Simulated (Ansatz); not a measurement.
Relaxed-ion elastic tensor of Li (diamond, Fd-3m) in GPa (Voigt order), PBEsol (plane waves, PAW; program Ansatz); density 0.45 g/cm³, 25.44 Å³ per atom.

```tsv
	1	2	3	4	5	6
1	-7.4	12.0	12.0	0.0	0.0	0.0
2	12.0	-7.4	12.0	0.0	0.0	0.0
3	12.0	12.0	-7.4	0.0	0.0	0.0
4	0.0	0.0	0.0	-41.0	0.0	0.0
5	0.0	0.0	0.0	0.0	-41.0	0.0
6	0.0	0.0	0.0	0.0	0.0	-41.0
```

Is the crystal mechanically stable?

No: the smallest eigenvalue of C is -41.0 GPa.

The start of the workflow was typed in or built on a structure type; neither database checked (COD, Materials Project) lists it. It is not the phase usual at ambient conditions (space group No. 229). The cell was relaxed with PBEsol under the symmetry of its start. At this level the phase is mechanically unstable. The volume moved by -25 % from the start of the relaxation. As this level gives no gap, shear constants depend on the k-mesh and smearing (Fermi–Dirac, 0.1 eV here).

Potentials: the later of the program's two PAW sets.
